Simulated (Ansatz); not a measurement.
MgSn$_{2}$O in space group R3m (No. 160; Mg on 3a, O on 3a, Sn on 3a, Sn on 3a) at seven volumes, plane-wave PAW PBEsol (Ansatz code), shape and atoms relaxed at each. One row is withheld.

```
V (Å³/atom)  P (GPa)
-----------  -------
20.881          5.74
21.569          3.49
22.257          1.59
22.946          0.00
23.634             ?
24.322         -2.45
25.011         -3.40
```

Question: Fit the shown pressures and predict the withheld one.

Answer: Third-order Birch–Murnaghan: P = (3/2)B₀(x^(7/2) − x^(5/2))[1 + (3/4)(B′ − 4)(x − 1)] with x = (V₀/V)^(2/3). Least squares on the six rows gives V₀ = 22.947 Å³/atom, B₀ = 48.49 GPa, B′ = 4.80. At V = 23.634, x = 0.9805 and P = -1.33 GPa. The run itself gave -1.33 GPa.

The start of the workflow was typed in or built on a structure type; neither database checked (COD, Materials Project) lists it. Whether it is the stable phase at ambient conditions was not checked. Symmetry was held in the PBEsol relaxation; its stability against distortions is not shown here. The volume moved by 19 % from the start of the relaxation. Spin–orbit coupling is left out wherever it is not named.

Potentials: the earlier of the program's two PAW sets. The files were generated under PBE; for other functionals the program regenerates the frozen cores, and for LDA and PBEsol the local potential too.
